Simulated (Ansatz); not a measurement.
ZrGe₂ (space group Cmcm)

```
CELL_PARAMETERS angstrom
      1.89763    -7.45842     0.00000
      1.89763     7.45842     0.00000
      0.00000     0.00000     3.76411
ATOMIC_POSITIONS crystal
  Zr 0.10453 0.89547 0.75000
  Zr 0.89547 0.10453 0.25000
  Ge 0.44046 0.55954 0.75000
  Ge 0.55954 0.44046 0.25000
  Ge 0.25024 0.74976 0.25000
  Ge 0.74976 0.25024 0.75000
```

E(V) scan at fixed shape, V₀ the volume above. The atoms relax within the cell's symmetry.

Calculation: PBEsol (plane waves to 420 eV, PAW, scalar-relativistic; Ansatz, a first-principles code). k mesh 13×13×12 (Γ-centred), Fermi-Dirac smearing 0.05 eV. E stands for the smeared free energy. With the shape held, the modulus is that of even scaling; a crystal free to change shape is softer. ZrGe2 is run without spin polarisation. ZrGe2 was relaxed with its symmetry unable to fall. The zero of ΔE is the relaxed starting cell. The last digit holds for this mesh only.

```json
[
 {"V (Å³/atom)": "14.917", "ΔE (meV/atom)": "232.8"},
 {"V (Å³/atom)": "15.485", "ΔE (meV/atom)": "139.5"},
 {"V (Å³/atom)": "16.053", "ΔE (meV/atom)": "73.6"},
 {"V (Å³/atom)": "16.622", "ΔE (meV/atom)": "30.8"},
 {"V (Å³/atom)": "17.190", "ΔE (meV/atom)": "7.2"},
 {"V (Å³/atom)": "17.758", "ΔE (meV/atom)": "0.0"},
 {"V (Å³/atom)": "18.326", "ΔE (meV/atom)": "6.5"},
 {"V (Å³/atom)": "18.895", "ΔE (meV/atom)": "24.6"},
 {"V (Å³/atom)": "19.463", "ΔE (meV/atom)": "52.5"},
 {"V (Å³/atom)": "20.031", "ΔE (meV/atom)": "88.5"},
 {"V (Å³/atom)": "20.599", "ΔE (meV/atom)": "131.6"}
]
```

### Question
What is the fitted pressure derivative B₀′?

### Answer
4.3.

### Question
What bulk modulus at fixed cell shape B₀ follows from a third-order Birch-Murnaghan fit?

### Answer
121 GPa. Check by three points about V = 17.758 Å³/atom, step 1.137: d²E/dV² ≈ (31 − 2·0 + 25) meV / 1.137² = 0.0434 eV/Å⁶, and V·d²E/dV² × 160.2 = 123 GPa.

(A scan under strain: stresses follow from slopes of the energy per volume, elastic moduli from its curvatures.)
